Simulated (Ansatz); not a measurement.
Relaxed BaLiF$_{3}$ (cubic perovskite):

```xyz
10
Lattice="7.7754 0.0000 0.0000 3.8877 3.8877 0.0000 3.8877 0.0000 3.8877" Properties=species:S:1:pos:R:3 pbc="T T T"
Ba     0.0000     0.0000     0.0000
Ba     3.8877     0.0000     0.0000
Li     9.7192     1.9438     1.9438
Li     5.8315     1.9438     1.9438
F      7.7754     1.9438     1.9438
F     11.6630     1.9438     1.9438
F      9.7192     0.0000     1.9438
F      5.8315     0.0000     1.9438
F      9.7192     1.9438     0.0000
F      5.8315     1.9438     0.0000
```

A phonon eigenvector at R = (0.5, 0.5, 0.5) is frozen into this cell: atom i moves by Q times the vector below, so Q is the largest atomic displacement, in Å. The cell is held. It is one choice among 3 degenerate patterns. (q is in reciprocal vectors of the primitive cell; the cell shown is doubled to hold the pattern.)

```tsv
atom	x	y	z
F7	0.000	0.000	-1.000
F8	0.000	0.000	1.000
F9	0.000	1.000	0.000
F10	0.000	-1.000	0.000
```

Atoms not listed stay in place.

Method: LDA (plane waves to 420 eV, PAW, scalar-relativistic; Ansatz, a program for electronic structure). k mesh 9×9×9 (Γ-centred), Fermi-Dirac smearing 0.05 eV. E stands for the smeared free energy. BaLiF3 was relaxed with its symmetry unable to fall. The zero of ΔE is the undisplaced structure.

| Q (Å) | ΔE (meV/cell) |
|---|---|
| -0.1000 | 17.2 |
| -0.0833 | 11.8 |
| -0.0667 | 7.5 |
| -0.0500 | withheld |
| -0.0333 | 1.8 |
| -0.0167 | 0.5 |
| 0.0000 | 0.0 |
| 0.0167 | 0.5 |
| 0.0333 | 1.8 |
| 0.0500 | withheld |
| 0.0667 | 7.5 |
| 0.0833 | 11.8 |
| 0.1000 | 17.2 |

Q: Fit an even polynomial form (powers 2, 4) to the given rows and predict ΔE at Q = -0.0500.

A: Least squares on the 11 given rows: ΔE = (1654)·Q² + (6612)·Q⁴, in meV/cell with Q in Å; root-mean-square residual 0.02 meV/cell. At -0.0500 the fit gives 4.2 meV/cell; the calculation gives 4.2 meV/cell, the same to the digits shown. The quadratic term alone would give 4.1 meV/cell.

(A displaced cell: forces are minus the slopes of the energy, force constants its curvatures, and phonons follow from these.)
